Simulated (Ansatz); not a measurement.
Nb₂InC in space group P6_3/mmc (No. 194; Nb on 4f, In on 2d, C on 2a), PBEsol in the plane-wave PAW code Ansatz, all energies at zero smearing, with the estimated change up to a 700 eV cutoff added, with one set of potentials and settings (totals compare only within such a set). Cell of 8 atoms (4 Nb, 2 In, 2 C): -29530.118 eV.

```
element                reference phase  E (eV/atom)
-------  -----------------------------  -----------
Nb          Im-3m, 1 atoms in the cell   -4495.4542
In         I4/mmm, 1 atoms in the cell   -5525.4106
C        P6_3/mmc, 4 atoms in the cell    -246.6950
```

Formation energy per atom, worked out: (-29530.118 − 4×(-4495.4542) − 2×(-5525.4106) − 2×(-246.6950))/8 = -0.511 eV/atom (-49 kJ per mol of atoms), at 0 K, without zero-point energy or fitted corrections.

The workflow started from a Materials Project entry (that database holds measured and hypothetical structures alike); the Crystallography Open Database copy checked does not list it. Its standing as an ambient phase is unchecked. The PBEsol relaxation kept the symmetry of its start; its stability against distortions is not shown here. No spin polarisation was allowed. The references are the lowest solids computed at this level, not always the standard phases.

Potentials: the later of the program's two PAW sets.
